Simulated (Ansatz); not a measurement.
These are results of DFT PBE, scalar-relativistic, plane waves, PAW in Ansatz 0.2.0, not measurements. All cells share a 420 eV cutoff and Γ-centred k meshes spaced at most about 0.3 Å⁻¹ (about 0.25 or finer for metals, 2π included). Collinear spin in cells that started with moments and kept them past the coarse steps, no spin elsewhere.

Temperature and zero-point effects are left out. All come from trial cells, and lower structures may exist.

Question: Order these relaxed structures of CdFeC4N4 by energy, lowest first, with the energy over the lowest of them.
1.

```xyz
10
Lattice="6.1763 0.0000 0.0000 0.0000 6.1763 0.0000 0.0000 0.0000 6.1763" Properties=species:S:1:pos:R:3 pbc="T T T"
Cd    3.0882    3.0882    3.0882
Fe    0.0000    0.0000    0.0000
C     1.1514    1.1514    1.1514
C     1.1514    5.0250    5.0250
C     5.0250    1.1514    5.0250
C     5.0250    5.0250    1.1514
N     1.8257    1.8257    1.8257
N     1.8257    4.3507    4.3507
N     4.3507    1.8257    4.3507
N     4.3507    4.3507    1.8257
```

2.

```xyz
10
Lattice="6.1862 0.0000 0.0000 0.0000 6.1862 0.0000 0.0000 0.0000 6.1862" Properties=species:S:1:pos:R:3 pbc="T T T"
Cd    0.0000    0.0000    0.0000
Fe    3.0931    3.0931    3.0931
C     1.2856    1.2856    1.2856
C     1.2856    4.9006    4.9006
C     4.9006    1.2856    4.9006
C     4.9006    4.9006    1.2856
N     1.9596    1.9596    1.9596
N     1.9596    4.2266    4.2266
N     4.2266    1.9596    4.2266
N     4.2266    4.2266    1.9596
```

Answer: 2 (0 meV/atom), 1 (13 meV/atom). Forms: 2 P-43m, moments up to 3.1 μB; 1 P-43m, moments up to 2.9 μB. Even the lowest lies +0.41 eV/atom against the elements.

For metals, differences of a few meV/atom aren't resolved. In such compounds of Fe a zero gap at this level may well be an artefact, since no Hubbard U is applied. Another magnetic order may lie lower. Cells relaxed within their symmetry can be saddle points. Some types were kept out of the candidates beforehand, so the set may lack a known form.
